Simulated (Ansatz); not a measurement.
Relaxed-ion elastic tensor of CaAlHO$_{2}$ in space group P4/mmm (No. 123; Ca on 1d, Al on 1a, O on 2f, H on 1b) in GPa (Voigt order), the program Ansatz at the PBEsol level (PAW); density 3.47 g/cm³, 9.58 Å³ per atom.

|  | 1 | 2 | 3 | 4 | 5 | 6 |
|---|---|---|---|---|---|---|
| 1 | 312 | 127 | 62.8 | 0.0 | 0.0 | 0.0 |
| 2 | 127 | 312 | 62.8 | 0.0 | 0.0 | 0.0 |
| 3 | 62.8 | 62.8 | 230 | 0.0 | 0.0 | 0.0 |
| 4 | 0.0 | 0.0 | 0.0 | 98.9 | 0.0 | 0.0 |
| 5 | 0.0 | 0.0 | 0.0 | 0.0 | 98.9 | 0.0 |
| 6 | 0.0 | 0.0 | 0.0 | 0.0 | 0.0 | 163 |

Q: Is the crystal mechanically stable?

A: Yes: the smallest eigenvalue of C is 98.9 GPa.

Q: Work out the Voigt, Reuss and Hill averages.

A: K_V = 151, K_R = 144, K_H = 147; G_V = 112, G_R = 107, G_H = 109 GPa.

Q: Give Young's modulus, Poisson's ratio, Pugh's ratio and the universal anisotropy index.

A: E = 9KG/(3K + G) = 263 GPa; ν = 0.20; K/G = 1.35 (brittle by the Pugh limit of 1.75); A_U = 5G_V/G_R + K_V/K_R − 6 = 0.31.

Q: Estimate the sound speeds and the Debye temperature.

A: v_l = √((K + 4G/3)/ρ) = 9190 m/s, v_t = √(G/ρ) = 5620 m/s, mean 6200 m/s; Θ = (h/k)(3n/4πV)^(1/3) v_m = 869 K.

Q: How much does each axis shrink under pressure?

A: Linear compressibilities β_i = Σ_j S_ij (j = 1 to 3): x 1.8, y 1.8, z 3.4 per TPa.

The start of the workflow was typed in or built on a structure type; neither database checked (COD, Materials Project) lists it. Whether it is the stable phase at ambient conditions was not checked. The PBEsol relaxation kept the symmetry of its start. At this level the phase is dynamically unstable (imaginary phonons).

Potentials: the earlier of the program's two PAW sets. The files were generated under PBE; for other functionals the program regenerates the frozen cores, and for LDA and PBEsol the local potential too.
